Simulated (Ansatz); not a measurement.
The relaxed structure here is a generated cell of Co2Si: the first start was made by placing the elements on the sites of a structure type, and the end was not matched to a known phase here, so it may be hypothetical.

A relaxed structure of Co2Si. Space group P4₂/mnm (No. 136). Level of theory: PBEsol (plane waves to 420 eV, PAW, scalar-relativistic; Ansatz, a first-principles code).

```cif
data_Co4Si2
_chemical_formula_sum 'Si2 Co4'
_space_group_name_H-M_alt 'P42/mnm'
_space_group_IT_number 136
_space_group_name_Hall '-P 4n 2n'
_cell_length_a 4.72497
_cell_length_b 4.72497
_cell_length_c 3.62984
_cell_angle_alpha 90.000
_cell_angle_beta 90.000
_cell_angle_gamma 90.000
loop_
_atom_site_label
_atom_site_type_symbol
_atom_site_symmetry_multiplicity
_atom_site_Wyckoff_symbol
_atom_site_fract_x
_atom_site_fract_y
_atom_site_fract_z
_atom_site_occupancy
Si1 Si 2 a 0.00000 0.00000 0.00000 1
Co1 Co 4 g 0.18409 0.18409 0.50000 1
```

Question: Predict the magnetic moment from PBEsol.

Answer: Net 0.43 μB/atom, ferromagnetic.

Spin state reached: ferromagnetic (net 0.43 μB/atom), from parallel starting moments; other spin orders were not run from this start.

The run could not lower the symmetry of its start; a shaken copy of this end point relaxes with PBEsol to Cm (No. 8), 0.83 eV/atom lower.
